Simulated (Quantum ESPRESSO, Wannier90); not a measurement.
# Wannier functions of GaAs (zinc blende)

```
begin unit_cell_cart
ang
    0.0000000000    2.8750900000    2.8750900000
    2.8750900000    0.0000000000    2.8750900000
    2.8750900000    2.8750900000    0.0000000000
end unit_cell_cart
begin atoms_frac
Ga   0.0000000000  0.0000000000  0.0000000000
As  -0.2500000000 -0.2500000000 -0.2500000000
end atoms_frac
```

Cell from Materials Project (mp-2534), symmetrised, no further relaxation. COD (Crystallography Open Database) has an entry of this formula and space group (matched by these alone). Method: PBEsol plane waves in Quantum ESPRESSO 7.5 (PseudoDojo norm-conserving files, 68 Ry, spinors with spin-orbit coupling), Bloch states on a 8×8×8 mesh through Γ, Wannier90 4.0.1. Density: 10×10×10 mesh, cold smearing 0.01 Ry.

A tight-binding model is made by disentanglement and projection with no localisation steps (num_iter = 0), so the 16 orbitals stay atom-like: hydrogen-like Ga: s;p; As: s;p, axes along x, y, z; frozen window up to 1.50 eV relative to the Fermi level. It follows pw.x to 3.9 meV rms for states up to 1.0 eV relative to the Fermi level. Matrix elements depend on this choice of orbitals and windows.

The 20 largest hoppings ⟨m,0|H|n,R⟩ between different sites (one of each Hermitian pair; signs follow the real orbitals' lobes; the list may end inside a set of equal values):

```csv
m,n,R,distance of the centres (Å),t (eV),Im t (eV)
As2 s↑,Ga1 s↑,0 0 0,2.49,-1.395,0.000
As2 s↓,Ga1 s↓,0 0 0,2.49,-1.395,0.000
Ga1 s↑,As2 s↑,0 0 1,2.49,-1.395,0.000
Ga1 s↓,As2 s↓,0 0 1,2.49,-1.395,0.000
Ga1 s↑,As2 s↑,0 1 0,2.49,-1.395,0.000
Ga1 s↓,As2 s↓,0 1 0,2.49,-1.395,0.000
Ga1 s↑,As2 s↑,1 0 0,2.49,-1.395,0.000
Ga1 s↓,As2 s↓,1 0 0,2.49,-1.395,0.000
As2 px↑,Ga1 py↑,0 0 0,2.49,1.340,0.009
As2 px↓,Ga1 py↓,0 0 0,2.49,1.340,-0.009
As2 py↑,Ga1 px↑,0 0 0,2.49,1.340,-0.009
As2 py↓,Ga1 px↓,0 0 0,2.49,1.340,0.009
Ga1 px↑,As2 py↑,0 0 1,2.49,1.340,0.009
Ga1 px↓,As2 py↓,0 0 1,2.49,1.340,-0.009
Ga1 py↑,As2 px↑,0 0 1,2.49,1.340,-0.009
Ga1 py↓,As2 px↓,0 0 1,2.49,1.340,0.009
Ga1 px↑,As2 py↑,0 1 0,2.49,-1.340,0.009
Ga1 px↓,As2 py↓,0 1 0,2.49,-1.340,-0.009
Ga1 py↑,As2 px↑,0 1 0,2.49,-1.340,-0.009
Ga1 py↓,As2 px↓,0 1 0,2.49,-1.340,0.009
```
